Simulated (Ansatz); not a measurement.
SiMo2C in space group P6_3/mmc (No. 194; Si on 2d, Mo on 4f, C on 2a), PBE in the plane-wave PAW code Ansatz, all energies at zero smearing, with the estimated change up to a 700 eV cutoff added, with one set of potentials and settings (totals compare only within such a set). Cell of 8 atoms (2 Si, 4 Mo, 2 C): -21598.762 eV.

```csv
element,reference phase,E (eV/atom)
Si,"Fd-3m, 2 atoms in the cell",-635.8114
Mo,"Im-3m, 1 atoms in the cell",-4956.0557
C,"P6_3/mmc, 4 atoms in the cell",-250.9463
```

Formation energy per atom, worked out: (-21598.762 − 2×(-635.8114) − 4×(-4956.0557) − 2×(-250.9463))/8 = -0.128 eV/atom (-12 kJ per mol of atoms), at 0 K, without zero-point energy or fitted corrections.

The start of the workflow was typed in or built on a structure type; neither database checked (COD, Materials Project) lists it. Whether it is the stable phase at ambient conditions was not checked. Symmetry was held in the PBE relaxation; whether a distortion lowers the energy is not shown. No spin polarisation was allowed. The references are the lowest solids computed at this level, not always the standard phases.

Potentials: the earlier of the program's two PAW sets.
